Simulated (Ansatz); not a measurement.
Molecular dynamics on a 2×2×1 supercell (16 atoms) of NaScSe2 (ordering on rocksalt), relaxed with r2SCAN. Forces come from PBEsol in the PAW code Ansatz: Langevin thermostat and barostat (NPT), 2200 K, steps of 1.5 fs. Classical nuclei, no spin polarisation; a few dozen steps show the first response, not equilibrium. The structure comes from a prototype and may be hypothetical.

```yaml
crystal:
  lattice:
    - [8.0092143306, 0.0, 0.0]
    - [0.0, 8.0092143306, 0.0]
    - [0.0, 0.0, 5.4275684665]
  atoms:
    - { symbol: Na, position: [0.0, 0.0, 0.0] }
    - { symbol: Se, position: [0.0, 0.0, 0.5] }
    - { symbol: Sc, position: [0.25, 0.25, 0.5] }
    - { symbol: Se, position: [0.25, 0.25, 0.0] }
    - { symbol: Na, position: [0.0, 0.5, 0.0] }
    - { symbol: Se, position: [0.0, 0.5, 0.5] }
    - { symbol: Sc, position: [0.25, 0.75, 0.5] }
    - { symbol: Se, position: [0.25, 0.75, 0.0] }
    - { symbol: Na, position: [0.5, 0.0, 0.0] }
    - { symbol: Se, position: [0.5, 0.0, 0.5] }
    - { symbol: Sc, position: [0.75, 0.25, 0.5] }
    - { symbol: Se, position: [0.75, 0.25, 0.0] }
    - { symbol: Na, position: [0.5, 0.5, 0.0] }
    - { symbol: Se, position: [0.5, 0.5, 0.5] }
    - { symbol: Sc, position: [0.75, 0.75, 0.5] }
    - { symbol: Se, position: [0.75, 0.75, 0.0] }
kpoints:
  mp_grid: { grid: [2, 2, 2] }
hamiltonian:
  xc: pbesol
scf:
  occupations: { method: fermi_dirac, width: 0.19 }
md:
  ensemble: npt_langevin
  temperature: 2200
  timestep: 1.5
  n_steps: 30
  initial_velocities: maxwell_boltzmann
  seed: 8391
```

Command: `ansatz run input.yaml --threads 4 --pin off --max-ram 3686MiB --backend cpu --events-out ev --progress --plain --runs-dir out`. It took 2.5 min on 4 threads of Arm Neoverse V2, with other jobs on the host, load about 0.5 per core; peak host memory 1.5 GiB.

```csv
step,t (fs),T (K),free energy F from step 0 (meV/atom),kinetic energy (meV/atom),pressure (GPa),volume (Å³/atom),largest force (eV/Å)
0,0,2062,0.0,266.6,0.04,21.76,0.00
1,1.5,2114,0.3,273.2,0.08,21.76,0.09
2,3,1997,1.1,258.1,0.04,21.76,0.17
3,4.5,2089,2.5,270.0,0.16,21.75,0.26
4,6,2168,4.6,280.2,0.29,21.75,0.37
5,7.5,2035,7.2,263.1,0.29,21.75,0.48
6,9,2019,10.6,260.9,0.37,21.75,0.61
7,10.5,2184,14.7,282.3,0.60,21.75,0.74
8,12,2105,19.7,272.1,0.70,21.76,0.90
9,13.5,1861,25.2,240.5,0.72,21.76,1.07
10,15,1938,31.4,250.5,0.97,21.75,1.26
11,16.5,1900,38.4,245.5,1.18,21.75,1.46
12,18,2118,46.3,273.7,1.57,21.75,1.67
13,19.5,1980,54.7,255.9,1.74,21.74,1.88
14,21,1959,63.6,253.3,2.00,21.74,2.09
15,22.5,1844,72.8,238.4,2.20,21.75,2.30
16,24,1845,81.9,238.5,2.47,21.76,2.50
17,25.5,1793,91.3,231.8,2.70,21.77,2.66
18,27,1897,100.8,245.1,3.00,21.79,2.81
19,28.5,1812,110.2,234.2,3.16,21.81,2.94
20,30,1766,119.5,228.2,3.32,21.83,3.07
21,31.5,1686,128.1,217.9,3.43,21.86,3.19
22,33,1704,136.1,220.3,3.59,21.89,3.30
23,34.5,1759,144.1,227.4,3.80,21.91,3.41
24,36,1669,151.0,215.7,3.88,21.93,3.48
25,37.5,1571,156.1,203.1,3.89,21.96,3.49
26,39,1494,159.2,193.1,3.85,21.99,3.48
27,40.5,1573,161.1,203.3,3.86,22.03,3.42
28,42,1541,162.7,199.2,3.75,22.07,3.34
29,43.5,1446,164.2,187.0,3.60,22.12,3.28
30,45,1488,165.4,192.3,3.53,22.17,3.19
```

The temperature starts at 2062 K, is lowest at step 29 (1446 K, 43.5 fs) and ends at 1488 K. The thermostat hasn't had time to restore it.

Positions (Å) and forces (eV/Å) at step 30:
```
cell (Å): 8.059 0.000 0.000; 0.000 8.059 0.000; 0.000 0.000 5.461
Na  -0.144  -0.018   0.156     0.621   0.495   1.214
Se  -0.037   0.361   3.173    -0.349  -0.777  -2.023
Sc   1.805   2.204   2.420     1.415  -1.914   1.124
Se   2.107   1.500   0.163     0.188   1.123  -1.301
Na   0.143   3.748  -0.206     0.066   0.248   0.707
Se  -0.068   3.629   2.674    -1.444   2.798  -0.530
Sc   2.194   5.948   2.652    -0.615  -0.055   0.080
Se   2.097   6.101  -0.142    -1.000  -0.177   0.193
Na   4.367  -0.086  -0.017    -0.644  -0.089  -0.539
Se   3.758  -0.221   2.588     1.431   0.509   0.625
Sc   5.958   2.000   2.591     0.269  -0.799   0.020
Se   5.875   2.070  -0.093     0.003   0.480   0.292
Na   3.995   4.316  -0.079     0.388  -0.703   0.062
Se   4.011   3.985   2.670    -0.236  -0.109  -0.007
Sc   5.851   5.857   2.473     0.167   0.485   1.380
Se   6.283   6.176   0.172    -0.260  -1.514  -1.298
```
